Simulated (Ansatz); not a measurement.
Here is the system:

HfRh$_{3}$:
```cif
data_HfRh3
_chemical_formula_sum 'Hf1 Rh3'
_space_group_name_H-M_alt 'Pm-3m'
_space_group_IT_number 221
_space_group_name_Hall '-P 4 2 3'
_cell_length_a 3.89504
_cell_length_b 3.89504
_cell_length_c 3.89504
_cell_angle_alpha 90.000
_cell_angle_beta 90.000
_cell_angle_gamma 90.000
loop_
_atom_site_label
_atom_site_type_symbol
_atom_site_symmetry_multiplicity
_atom_site_Wyckoff_symbol
_atom_site_fract_x
_atom_site_fract_y
_atom_site_fract_z
_atom_site_occupancy
Hf1 Hf 1 a 0.00000 0.00000 0.00000 1
Rh1 Rh 3 c 0.00000 0.50000 0.50000 1
```

This is the PBEsol-relaxed structure.

Question: All from plane-wave PAW PBEsol (Ansatz code), unless another level is named. Give the formation energy from the elements (no fitted shifts).

Answer: -0.73 eV/atom.

Question: What about the density of states at the Fermi level?

Answer: 0.86 states/eV per atom (mean over ±0.08 eV).

Question: And the gap with spin–orbit coupling?

Answer: none (metallic).

The workflow started from a Materials Project entry (that database holds measured and hypothetical structures alike); the Crystallography Open Database files this formula in space group No. 221, but the cells were not matched. Its standing as an ambient phase is unchecked. Symmetry was held in the PBEsol relaxation; of distortions, only those at the zone centre were tested. No spin polarisation was allowed. The references are the lowest solids computed at this level, not always the standard phases. Spin–orbit coupling is left out wherever it is not named.

Potentials: the later of the program's two PAW sets.
